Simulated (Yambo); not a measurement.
A G0W0@PBEsol run in Yambo for TiO2 (space group P1, No. 1, within 0.06 Å of C2/m) (4×4×2 Γ-centred k mesh, bands 4 to 161 and a 7 Ry block in the screening, 161 bands in G with the Bruneval-Gonze terminator, plasmon pole fitted at 27.2 eV) gives these matrix elements, in eV, at the band edges (Γ → Γ):

| state | E0 | <Vxc> | <Σx> | <Σc(E0)> | Z |
|---|---|---|---|---|---|
| valence edge | 0.000 | -19.933 | -24.734 | 4.598 | 0.763 |
| conduction edge | 2.316 | -20.130 | -12.160 | -6.171 | 0.773 |

### Question
Solve the linearised quasiparticle equation for both states, give the gap, and say how exchange and correlation each act on it.

### Answer
E = E0 + Z(Σx + Σc − Vxc). Valence: 0.000 + 0.763 × (-24.734 + (4.598) − (-19.933)) = -0.15 eV. Conduction: 2.316 + 0.773 × (-12.160 + (-6.171) − (-20.130)) = 3.71 eV. The gap is 3.86 eV, against 2.32 eV in PBEsol. Replacing Vxc by bare exchange alone would open it by 12.77 eV; correlation takes back 10.77 eV of that, and Z scales what is left. Nearest settings tried, and what they do to the gap: 73 bands in W, 73 bands in G: +14 meV; 3 Ry block (61 vectors against 209): +444 meV. Not varied: mesh. So the settings aren't converged at that level. The mesh misses a band edge: along a dense path the PBEsol gap is 2.26 eV against 2.32 eV on the mesh. 

Geometry of the Materials Project entry, not relaxed at this level; primitive cell a = 2.9683 Å, b = 4.7076 Å, c = 7.2412 Å, α = 88.08°, β = 78.18°, γ = 90.00°.

This is not the ordinary phase of the substance; no match was found in the copy of COD used, and its stability was not checked.
